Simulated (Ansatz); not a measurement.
Structure: an ordered 8-atom cell of InGa3As4 on the zincblende lattice (Pmm2), at its r2SCAN minimum. Space group Pmm2 (No. 25), orthorhombic; a = 4.080 Å, b = 8.175 Å, c = 5.779 Å in the conventional setting, 24.10 Å³ an atom. Ga has 4 As at 2.46–2.48 Å; As has 3 Ga at 2.45–2.47 Å and 1 In at 2.62 Å; Ga has 4 As at 2.45–2.48 Å; As has 4 Ga at 2.48 Å; In has 4 As at 2.60–2.62 Å; As has 2 Ga at 2.46 Å and 2 In at 2.60 Å.

3 runs of Ansatz 0.2.0 on this cell differ in the functional (and in the settings that go with it). Levels are in eV from each run's valence top; v1 is the last filled band, c1 the first empty one.

Run A, mean stress +2.5 GPa (compression positive):

| point | v4 | v3 | v2 | v1 | c1 | c2 |
| --- | --- | --- | --- | --- | --- | --- |
| Γ | -1.05 | -0.10 | -0.05 | 0.00 | 0.11 | 1.40 |
| X | -2.52 | -2.48 | -1.38 | -1.03 | 1.43 | 1.47 |
| S | -2.55 | -2.48 | -2.35 | -2.12 | 2.30 | 2.67 |

Run B, mean stress 0.0 GPa (compression positive):

| point | v4 | v3 | v2 | v1 | c1 | c2 |
| --- | --- | --- | --- | --- | --- | --- |
| Γ | -1.08 | -0.10 | -0.05 | 0.00 | 0.57 | 1.68 |
| X | -2.61 | -2.57 | -1.43 | -1.06 | 1.72 | 1.76 |
| S | -2.63 | -2.56 | -2.42 | -2.18 | 2.57 | 2.98 |

Run C, mean stress +0.5 GPa (compression positive):

| point | v4 | v3 | v2 | v1 | c1 | c2 |
| --- | --- | --- | --- | --- | --- | --- |
| Γ | -1.14 | -0.08 | -0.05 | 0.00 | 0.96 | 2.00 |
| X | -2.73 | -2.70 | -1.49 | -1.12 | 2.01 | 2.06 |
| S | -2.74 | -2.67 | -2.54 | -2.28 | 2.95 | 3.34 |

Q: Match the runs to PBE, r2SCAN, HSE06.

A: A is PBE, B is r2SCAN, C is HSE06. In order of the gap: PBE 0.11, r2SCAN 0.57, HSE06 0.96 eV. The stress vanishes for r2SCAN, which relaxed the cell.

The calculation is spin-unpolarised, and the structure need not be a phase that has been made.

Spin-orbit coupling is left out, which matters wherever the heavy atoms make up the band edges.

The program warns that its thresholds are loose for a hybrid's stress.

Gaps or overlaps of about a tenth of an eV are at the limit of these meshes: between the points read a gap can be smaller or closed.

The meshes of the hybrids are coarse, so their gaps aren't converged to the digits shown.
